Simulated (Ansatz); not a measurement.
**Squeezing Sr (hcp type)**

```
CELL_PARAMETERS angstrom
4.19535 0.00000 0.00000
-2.09767 3.63328 0.00000
0.00000 0.00000 6.87614
ATOMIC_POSITIONS crystal
Sr 0.33333 0.66667 0.25000
Sr 0.66667 0.33333 0.75000
```

The cell comes from a relaxation on PAW files under the same functional, begun from a prototype that needn't be the stable phase.

Its volume is scaled, and at each volume shape and atoms are relaxed on PAW files; all methods then take that cell.

All numbers are PBEsol results (scalar-relativistic) from Ansatz 0.2.0, with a Γ-centred 12×12×6 k mesh, Fermi–Dirac smearing of 0.1 eV, no spin polarisation. Methods: LAPW: all electrons, basis error target 1 meV/atom; PAW: frozen-core files, cutoff 420 eV; crystal datasets: all electrons, by PAW datasets that the program makes for each cell; norm-conserving: pseudopotentials, cutoff 925 eV.

Energies are extrapolated to zero smearing and count from the unscaled cell; pressure is positive in compression; gaps take the mesh and a band path. No temperature or zero-point motion is included.

The PAW files were made under PBE. The structure type is held throughout; the real material can change phase at far lower pressure.

```tsv
V/V0	V (Å³/atom)	P LAPW (GPa)	ΔE LAPW (eV/atom)	P PAW − LAPW (GPa)	ΔE PAW − LAPW (meV/atom)	space group	shortest distance (Å)
1.00	52.41	0.00	0.000	0.00	0.0	P6_3/mmc	4.195
0.95	49.79	?	?	?	?	?	?
0.85	44.55	2.49	0.053	0.00	0.1	P6_3/mmc	3.971
0.75	39.30	5.25	0.175	0.00	0.1	P6_3/mmc	3.805
0.65	34.06	9.62	0.410	0.00	0.1	P6_3/mmc	3.627
0.55	28.82	16.60	0.827	0.00	0.2	P6_3/mmc	3.437
0.45	23.58	27.9	1.537	0.00	0.2	P6_3/mmc	3.165
0.40	20.96	36.7	2.059	-0.01	0.2	P6_3/mmc	3.000
```

Task: Fit the Vinet equation to the LAPW pressures shown (residuals weighted by 1/(|P| + 0.03·Pmax)), and predict the pressure of the withheld row.

Result: The fit gives V0 = 52.40 Å³/atom, B0 = 12.4 GPa and B0′ = 2.82. At 49.79 Å³/atom, x = (V/V0)^(1/3) = 0.9831, and P = 3·B0·(1 − x)/x²·exp[1.5·(B0′ − 1)·(1 − x)] = 0.68 GPa. The run itself gave 0.67 GPa (+1.5 % off) and ΔE = 0.005 eV/atom.

Task: From the table, what is the rise of the enthalpy H = E + pV up to the last row, and how stiff is the crystal between the last two rows?

Result: ΔH = 2.059 eV + (36.7 GPa × 20.96 Å³ − 0.00 GPa × 52.41 Å³) × 0.006242 eV/(GPa·Å³) = 6.86 eV/atom, of which pV makes 70 %. The mean bulk modulus there is −ΔP/Δln V = 74.2 GPa.

Task: At the smallest volume, how far do crystal datasets and norm-conserving lie from LAPW in pressure?

Result: crystal datasets: 0.00 GPa; norm-conserving: +0.05 GPa, on a LAPW pressure of 36.7 GPa.
